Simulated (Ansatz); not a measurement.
B2W, DFT, LDA, all-electron LAPW, scalar-relativistic (Ansatz 0.2.0), run on 1 thread of Arm Neoverse V1 on a shared host.

The geometry is COD entry 1510851, unchecked; take it as a test cell.

Command: `ansatz run input.yaml --threads 1 --pin off --max-ram 4096MiB --backend cpu --events-out ev --progress --plain --runs-dir out`

```yaml
crystal:
  lattice:
    - [3.0200014205, 0.0, 0.0]
    - [-1.5100007103, 2.6153979496, 0.0]
    - [0.0, 0.0, 3.05]
  atoms:
    - { symbol: B, position: [0.3333333333, 0.6666666667, 0.5] }
    - { symbol: B, position: [0.6666666667, 0.3333333333, 0.5] }
    - { symbol: W, position: [0.0, 0.0, 0.0] }
kpoints:
  mp_grid: { grid: [14, 14, 12] }
  band_path:
    path:
      - [0.0, 0.0, 0.0]
      - [0.5, 0.0, 0.0]
      - [0.3333333333, 0.3333333333, 0.0]
      - [0.0, 0.0, 0.0]
      - [0.0, 0.0, 0.5]
      - [0.5, 0.0, 0.5]
      - [0.3333333333, 0.3333333333, 0.5]
      - [0.0, 0.0, 0.5]
      - [0.5, 0.0, 0.5]
    npoints: 14
scf:
  occupations: { method: fermi_dirac, width: 0.05 }
hamiltonian:
  xc: lda
  pseudopotentials: { kind: all_electron, lapw: { basis_error: 0.0005 } }
output:
  forces: true
  stress: true
  eigenvalues: true
  populations: true
  dos: { projected: true, de: 0.2, e_range: [-14, 8] }
```

(1) How large is the problem that the program sets up?

(2) About how long does it take, and how much memory does it use?

(3) And the same cell and mesh by PAW (frozen-core files), asked for forces, stress, eigenvalues, efg, populations, bader, dos, write_density, write_potential, elf and the same band path, on the same hardware?

(4) And the same cell and mesh by all-electron PAW (datasets made for this crystal), asked for forces, stress, eigenvalues, efg and the same band path, on the same hardware?

Answers

(1) 168 irreducible k-points, 363 plane waves at Γ, 33 bands.

(2) 76 s of wall time for 8 SCF iterations, with a peak of 0.66 GiB. Times on shared machines scatter by tens of per cent.

(3) 41 s, peak memory 0.39 GiB.

(4) 75 s, peak memory 1 GiB.
